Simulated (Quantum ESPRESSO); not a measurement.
Parts of the isotropic shielding in CdTe, by PBE GIPAW on JTH datasets (Quantum ESPRESSO, modified build), 20 Ha, k-mesh 7×7×7 shifted:

```yaml
crystal:
  lattice:
    - [0.00000, 3.28211, 3.28211]
    - [3.28211, 0.00000, 3.28211]
    - [3.28211, 3.28211, 0.00000]
  atoms:
    - { symbol: Cd, position: [0.00000, 0.00000, 0.00000] }
    - { symbol: Te, position: [0.25000, 0.25000, 0.25000] }
```
Geometry: a computed entry of the Materials Project; it was not checked against measured cells. It is CdTe in F-43m. Stability against distortions was not tested.

The core term is that of the free atom's frozen core; the paramagnetic column sums the reconstruction terms. These are absolute shieldings with no macroscopic susceptibility term; δ = σ_ref − σ needs a reference computed alike. In our sweeps, cutoffs and meshes of this size left a few ppm, and up to some 20 ppm on atoms from Zn on. No spin–orbit coupling; Te is the heaviest element present. The datasets of Te hold no d projectors, which limits absolute σ on these atoms. With so small a Kohn–Sham gap, σ hangs strongly on the functional and the mesh.

```
site           core  bare (smooth current)  diamagnetic correction  paramagnetic corrections  σ_iso (ppm)
-----------  ------  ---------------------  ----------------------  ------------------------  -----------
Cd (atom 1)  4799.7                   53.0                   120.2                       [?]          [?]
Te (atom 2)  5554.2                   31.2                    -3.7                       [?]          [?]
```

Question: Fill in the missing entries.

Answer: 
- Cd (atom 1), paramagnetic corrections: -2057.7
- Cd (atom 1), σ_iso (ppm): 2915.3
- Te (atom 2), paramagnetic corrections: -2106.4
- Te (atom 2), σ_iso (ppm): 3475.4
